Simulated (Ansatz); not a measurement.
Question: Name crystals whose computed values (PBEsol in the plane-wave PAW code Ansatz) fall in these windows: highest Γ mode, no LO–TO term (cm⁻¹) 290 to 400; B₀ by P(V) fit (GPa) 120 to 160.

Answer: 

| crystal | highest Γ mode, no LO–TO term (cm⁻¹) | B₀ by P(V) fit (GPa) |
|---|---|---|
| NbAl3, I4/mmm (Al on 2b, Al on 4d, Nb on 2a) | 360 | 133 |
| Al3Ni2, La2O3 or Ni2Al3 type | 385 | 142 |
| TiGe2, Fddd (Ti on 8b, Ge on 16f) | 316 | 123 |
| Ti5Si, R32 (Ti on 6c, Ti on 9d, Si on 3b) | 390 | 129 |
| MgO, rock salt | 387 | 157 |
Others may fit too.

Standing as an ambient phase not checked: NbAl3, I4/mmm (Al on 2b, Al on 4d, Nb on 2a); Al3Ni2, La2O3 or Ni2Al3 type; TiGe2, Fddd (Ti on 8b, Ge on 16f); Ti5Si, R32 (Ti on 6c, Ti on 9d, Si on 3b). Perhaps ordered models of mixed-site phases: NbAl3, I4/mmm (Al on 2b, Al on 4d, Nb on 2a). All cells were relaxed under the symmetry of their starts (and spin orders); stability against distortions was not tested throughout. Rows with no word on spin ran without spin polarisation. Scalar-relativistic: spin–orbit coupling is off unless named, which matters more the heavier the elements.

Potentials: the later of the program's two PAW sets.
